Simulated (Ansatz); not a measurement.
# Ti2TeAs2: rattling a relaxed structure

The structure comes from a proposed guess, relaxed at this level; another structure or a mixture of phases may lie lower.

Theory: DFT PBE, scalar-relativistic, plane waves, PAW (Ansatz). Cutoff 420 eV; k points 12×12×12 on the computed 5-atom cell (Γ-centred); Gaussian smearing, width 0.10 eV; no spin polarisation.

The cell below (5 atoms, space group R3m (No. 160)) is relaxed within its symmetry.

```
Ti Te As
1.0
     1.83505    1.05947    8.99352
    -1.83505    1.05947    8.99352
     0.00000   -2.11894    8.99352
Ti Te As
2 1 2
Direct
  0.39023 0.39023 0.39023
  0.61297 0.61297 0.61297
  0.21276 0.21276 0.21276
  0.77683 0.77683 0.77683
  0.00020 0.00020 0.00020
```

For the test a repeat of it with 10 atoms (edges 3.67, 6.36, 9.24 Å) was strained at random (σ = 1.5 % a component), the atoms were moved at random (σ = 0.15 Å), and all was relaxed again on a coarse 6×4×6 mesh (in the run’s order of axes) with 0.20 eV smearing, with no symmetry imposed.

These runs have no spin–orbit coupling, which can matter for Te.

Task: Is the structure stable against such a distortion?

Result: It returns, within 1 meV/atom of the unmoved cell on that mesh and with the same symmetry when read at 0.1 Å (P1 at 0.01 Å, so small strains and shifts remain). So it is stable against the distortions that fit this cell and that this random move excites. Modes that don't fit the cell aren't tested.
